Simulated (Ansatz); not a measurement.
The start is a relaxed TiC cell, doubled along one cell vector, shaken by Gaussian noise of σ = 0.08 Å a coordinate. A full variable-cell relaxation at zero pressure is run with r2SCAN (plane waves to 500 eV, PAW, scalar-relativistic; Ansatz, a program for electronic structure). The first steps use a coarse 5×3×8 k-mesh.

Starting cell:
```
CELL_PARAMETERS angstrom
      5.31242     0.00000     0.00000
     -5.31242     9.20138     0.00000
      0.00000     0.00000     2.96310
ATOMIC_POSITIONS crystal
  Ti 0.50009 0.00181 0.01344
  Ti 0.48030 0.48824 0.00575
  Ti 0.51929 0.25045 0.01231
  Ti 0.48877 0.74110 0.01005
  Ti 0.00396 0.25294 0.00240
  Ti 0.99382 0.74527 0.96486
  C  0.98946 0.01187 0.01969
  C  0.01665 0.49347 0.00943
  C  0.32760 0.34368 0.48316
  C  0.30599 0.82184 0.47075
  C  0.65647 0.17128 0.46658
  C  0.67509 0.67041 0.51944
```

### Question
What is the largest force in the starting geometry, and on which atom (counted from 1)?

### Answer
About 3.4 eV/Å, on Ti3 (atoms numbered as listed).

### Question
How much energy is released per atom?

### Answer
1.20 eV/atom.

### Question
How does the volume change?

### Answer
-16.0 %, from 12.07 to 10.14 Å³/atom.

### Question
How do the shortest distances between atoms change?

### Answer
The closest pairs of elements (up to four, under 3.6 Å), start → end: C–Ti 1.91 → 2.16 Å; Ti–Ti 2.52 → 3.06 Å; C–C 2.91 → 3.06 Å.

### Question
What band gap does the relaxed structure have at this level?

### Answer
Zero (metallic).

### Question
Write out the relaxed structure.

### Answer

Space group Fm-3m (No. 225); a = 4.3285 Å, b = 4.3285 Å, c = 4.3285 Å, α = 90.00°, β = 90.00°, γ = 90.00°

| atom | site | symmetry | x | y | z |
|---|---|---|---|---|---|
| Ti | 4b | m-3m | 0.5000 | 0.5000 | 0.5000 |
| C | 4a | m-3m | 0.0000 | 0.0000 | 0.0000 |
(The calculation used a cell of 2 atoms; values per cell refer to that cell.)

Final values are on a 18×18×18 k-mesh of the relaxed cell. No spin polarisation in the result.

Of the parent cell (P6/mmm (No. 191)): it is a generated cell of TiC: the first start was made by placing the elements on the sites of a structure type, and the end was not matched to a known phase here, so it may be hypothetical. Known forms of TiC include space group No. 225.
